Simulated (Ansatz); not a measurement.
BaTi2Te2O:
Space group P4/mmm (No. 123); a = 4.1155 Å, b = 4.1155 Å, c = 8.1436 Å, α = 90.00°, β = 90.00°, γ = 90.00°

| atom | site | symmetry | x | y | z |
|---|---|---|---|---|---|
| Ba | 1a | 4/mmm | 0.0000 | 0.0000 | 0.0000 |
| Ti | 2e | mmm. | 0.0000 | 0.5000 | 0.5000 |
| Te | 2h | 4mm | 0.5000 | 0.5000 | 0.2509 |
| O | 1b | 4/mmm | 0.0000 | 0.0000 | 0.5000 |

Relaxed at zero pressure with DFT-r²SCAN in the program Ansatz with PAW potentials.

Question: The volume is lowered by 6 % and shape and atoms relax at that volume. What pressure results, and how do the axes share the change?

Answer: 4.8 GPa; a -1.3 %, b -1.3 %, c -3.6 %; the energy rises by 20 meV/atom.

Question: Give the new structure.

Answer: 
Space group P4/mmm (No. 123); a = 4.063 Å, b = 4.063 Å, c = 7.854 Å, α = 90.00°, β = 90.00°, γ = 90.00°

```tsv
atom	site	symmetry	x	y	z
Ba	1a	4/mmm	0.0000	0.0000	0.0000
Ti	2e	mmm.	0.0000	0.5000	0.5000
Te	2h	4mm	0.5000	0.5000	0.2460
O	1b	4/mmm	0.0000	0.0000	0.5000
```

The phase is kept; no other phase was compared at this pressure.

The start of the workflow was typed in or built on a structure type; neither database checked (COD, Materials Project) lists it. Its standing as an ambient phase is unchecked. Symmetry was held in the r²SCAN relaxation; whether a distortion lowers the energy is not shown. The workflow began spin-polarised and lost its moments. Scalar-relativistic: spin–orbit coupling is off unless named, which matters more the heavier the elements.

Potentials: the earlier of the program's two PAW sets. The files were generated under PBE; for other functionals the program regenerates the frozen cores, and for LDA and PBEsol the local potential too.
